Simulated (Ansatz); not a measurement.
Clamped-ion strain scan in Nb

Method: Ansatz, DFT PBEsol, scalar-relativistic, plane waves, PAW. Cutoff 420 eV, Γ-centred 20×20×20 k-points, Gaussian smearing of 0.15 eV. No spin polarisation. Energies are free energies at this smearing, counted from the undisturbed cell; pressure is positive in compression.

Zero of the scan (as given, not relaxed at this level; it stands at -6.9 GPa; this fcc form isn't the usual structure):

```
Nb
1.0
     0.00000    2.11500    2.11500
     2.11500    0.00000    2.11500
     2.11500    2.11500    0.00000
Nb
1
Direct
  0.00000 0.00000 0.00000
```

The cell is strained by ε times the Voigt pattern (0, 0, 0, 0, 0, 1) (xx, yy, zz, yz, xz, xy; engineering shear) with fractional coordinates fixed. The cell is metallic on the mesh throughout.

Q: Over the sampled range (-0.1000 to 0.0875), is the undisturbed cell the lowest point?

A: No: the energy is lower at ε = -0.1000, -24.1 in ΔE (meV/atom).

The scan:

```
      ε  ΔE (meV/atom)
-0.1000          -24.1
-0.0500           -7.4
 0.0000            0.0
 0.0250           -2.1
 0.0625          -10.8
 0.0750          -14.7
 0.0875          -19.1
```